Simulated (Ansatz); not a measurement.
A geometry of Li away from equilibrium: the start of the relaxation of a relaxed Li cell displaced along its unstable phonon at q = (½, ½, 0) of its primitive reciprocal cell (173i cm⁻¹), largest move 0.15 Å. Calculation: PBEsol (plane waves to 420 eV, PAW, scalar-relativistic; Ansatz, an electronic-structure program). Γ-centred k-mesh 12×12×12 on the run's cell (coarser than for final values), Fermi–Dirac smearing 0.05 eV.

```xyz
2
Lattice="5.4580 0.0000 0.0000 2.7290 2.7290 0.0000 0.0000 0.0000 2.7290" Properties=species:S:1:pos:R:3:forces:R:3 pbc="T T T" free_energy=-405.776 pressure_GPa=0.0
Li     0.0000     0.0000     0.1500    0.0000    0.0000    0.1042
Li     2.7290     0.0000    -0.1500    0.0000    0.0000   -0.1042
```

Positions in Å, forces in eV/Å, free energy of the cell in eV (comparable only within this code, potentials and settings). Largest force: 0.10 eV/Å, on Li1, Li2 (atoms numbered as listed); the geometry lies 0.11 eV/atom above the end of its relaxation.

No spin polarisation in the result.

The run could not lose the symmetry of its start.

Of the parent cell (Pm-3m (No. 221)): it is a generated cell of Li: the first start was made by placing the elements on the sites of a structure type, and the end was not matched to a known phase here, so it may be hypothetical. Known forms of Li include space group No. 229.
